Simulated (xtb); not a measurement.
xtb single point, GFN2-xTB, ALPB implicit dichloromethane, on boron monoxide dimer, B2O2 (SMILES O=BB=O), charge 0, multiplicity 1.

```
xtb m.xyz --gfn 2 --chrg 0 --uhf 0 --norestart --sp --alpb ch2cl2

4

O     -1.997331    -0.000358     0.000021
B     -0.809412     0.000358    -0.000093
B      0.809380     0.000258     0.000093
O      1.997331    -0.000318    -0.000055
```

Output:

```

          ...................................................
          :                      SETUP                      :
          :.................................................:
          :  # basis functions                  16          :
          :  # atomic orbitals                  16          :
          :  # shells                            8          :
          :  # electrons                        18          :
          :  max. iterations                   250          :
          :  Hamiltonian                  GFN2-xTB          :
          :  restarted?                      false          :
          :  GBSA solvation                   true          :
          :  PC potential                    false          :
          :  electronic temp.          300.0000000     K    :
          :  accuracy                    1.0000000          :
          :  -> integral cutoff          0.2500000E+02      :
          :  -> integral neglect         0.1000000E-07      :
          :  -> SCF convergence          0.1000000E-05 Eh   :
          :  -> wf. convergence          0.1000000E-03 e    :
          :  Broyden damping             0.4000000          :
          :  net charge                          0          :
          :  unpaired electrons                  0          :
          ...................................................

 iter      E             dE          RMSdq      gap      omega  full diag
   1    -10.7945342 -0.107945E+02  0.179E+01    4.95       0.0  T
   2    -10.8193199 -0.247857E-01  0.107E+01    5.31       1.0  T
   3    -10.7998209  0.194990E-01  0.275E+00    5.73       1.0  T
   4    -10.8265767 -0.267559E-01  0.542E-01    5.76       1.0  T
   5    -10.8271004 -0.523693E-03  0.353E-01    5.76       1.0  T
   6    -10.8270398  0.606107E-04  0.178E-01    5.75       1.0  T
   7    -10.8271629 -0.123056E-03  0.221E-02    5.75       2.3  T
   8    -10.8271644 -0.154645E-05  0.104E-03    5.75      48.1  T
   9    -10.8271644 -0.397327E-08  0.171E-04    5.75     293.2  T
  10    -10.8271644 -0.108930E-09  0.702E-05    5.75     711.8  T

   *** convergence criteria satisfied after 10 iterations ***

         #    Occupation            Energy/Eh            Energy/eV
      -------------------------------------------------------------
         1        2.0000           -0.7054510             -19.1963
       ...           ...                  ...                  ...
         3        2.0000           -0.5579193             -15.1818
         4        2.0000           -0.5362252             -14.5914
         5        2.0000           -0.5326754             -14.4948
         6        2.0000           -0.5326754             -14.4948
         7        2.0000           -0.5216477             -14.1948
         8        2.0000           -0.5216477             -14.1948
         9        2.0000           -0.4704773             -12.8023 (HOMO)
        10                         -0.2592733              -7.0552 (LUMO)
        11                         -0.2592733              -7.0552
        12                         -0.0924264              -2.5151
        13                         -0.0924263              -2.5150
        14                          0.1471107               4.0031
       ...                                ...                  ...
        16                          1.2578124              34.2268
      -------------------------------------------------------------
                  HL-Gap            0.2112040 Eh            5.7472 eV
             Fermi-level           -0.3648753 Eh           -9.9288 eV


         :::::::::::::::::::::::::::::::::::::::::::::::::::::
         ::                     SUMMARY                     ::
         :::::::::::::::::::::::::::::::::::::::::::::::::::::
         :: total energy             -10.704281437852 Eh    ::
         :: total w/o Gsasa/hb       -10.698606739704 Eh    ::
         :: gradient norm              0.004961305758 Eh/a0 ::
         :: HOMO-LUMO gap              5.747152787525 eV    ::
         ::.................................................::
         :: SCC energy               -10.827164522730 Eh    ::
         :: -> isotropic ES            0.071993557688 Eh    ::
         :: -> anisotropic ES          0.004344810678 Eh    ::
         :: -> anisotropic XC         -0.005648275324 Eh    ::
         :: -> dispersion             -0.001379112641 Eh    ::
         :: -> Gsolv                  -0.009101724257 Eh    ::
         ::    -> Gelec               -0.003427026109 Eh    ::
         ::    -> Gsasa               -0.009823395510 Eh    ::
         ::    -> Ghb                  0.000000000000 Eh    ::
         ::    -> Gshift               0.004148697361 Eh    ::
         :: repulsion energy           0.122883084878 Eh    ::
         :: add. restraining           0.000000000000 Eh    ::
         :: total charge              -0.000000000000 e     ::
         :::::::::::::::::::::::::::::::::::::::::::::::::::::

           -------------------------------------------------
          |                Property Printout                |
           -------------------------------------------------

    * Orbital Energies and Occupations

         #    Occupation            Energy/Eh            Energy/eV
      -------------------------------------------------------------
         1        2.0000           -0.7054510             -19.1963
         2        2.0000           -0.7039044             -19.1542
         3        2.0000           -0.5579193             -15.1818
         4        2.0000           -0.5362252             -14.5914
         5        2.0000           -0.5326754             -14.4948
         6        2.0000           -0.5326754             -14.4948
         7        2.0000           -0.5216477             -14.1948
         8        2.0000           -0.5216477             -14.1948
         9        2.0000           -0.4704773             -12.8023 (HOMO)
        10                         -0.2592733              -7.0552 (LUMO)
        11                         -0.2592733              -7.0552
        12                         -0.0924264              -2.5151
        13                         -0.0924263              -2.5150
        14                          0.1471107               4.0031
        15                          0.7594692              20.6662
        16                          1.2578124              34.2268
      -------------------------------------------------------------
                  HL-Gap            0.2112040 Eh            5.7472 eV
             Fermi-level           -0.3648753 Eh           -9.9288 eV

     #   Z          covCN         q      C6AA      α(0)
     1   8 O        0.789    -0.332    20.401     6.054
     2   5 B        1.758     0.332    34.475    12.372
     3   5 B        1.758     0.332    34.475    12.372
     4   8 O        0.789    -0.332    20.401     6.054

 Mol. C6AA /au·bohr⁶  :        417.283441
 Mol. C8AA /au·bohr⁸  :      12750.080257
 Mol. α(0) /au        :         36.852245

Wiberg/Mayer (AO) data.
largest (>0.10) Wiberg bond orders for each atom

 ---------------------------------------------------------------------------
     #   Z sym  total        # sym  WBO       # sym  WBO       # sym  WBO
 ---------------------------------------------------------------------------
     1   8 O    2.401 --     2 B    2.360
     2   5 B    3.377 --     1 O    2.360     3 B    1.001
     3   5 B    3.377 --     4 O    2.360     2 B    1.001
     4   8 O    2.401 --     3 B    2.360
 ---------------------------------------------------------------------------


molecular dipole:
                 x           y           z       tot (Debye)
 q only:       -0.000       0.001       0.000
   full:       -0.000       0.001       0.000       0.003
molecular quadrupole (traceless):
                xx          xy          yy          xz          yz          zz
 q only:       -7.911      -0.000       3.956       0.001      -0.000       3.956
  q+dip:       -7.294      -0.001       3.647       0.001      -0.000       3.647
   full:      -11.161      -0.001       5.580       0.001      -0.000       5.580

           -------------------------------------------------
          | TOTAL ENERGY              -10.704281437852 Eh   |
          | GRADIENT NORM               0.004961305758 Eh/α |
          | HOMO-LUMO GAP               5.747152787525 eV   |
           -------------------------------------------------
```

The total energy is -291.28 eV, -0.24 eV from the same level's vacuum run.
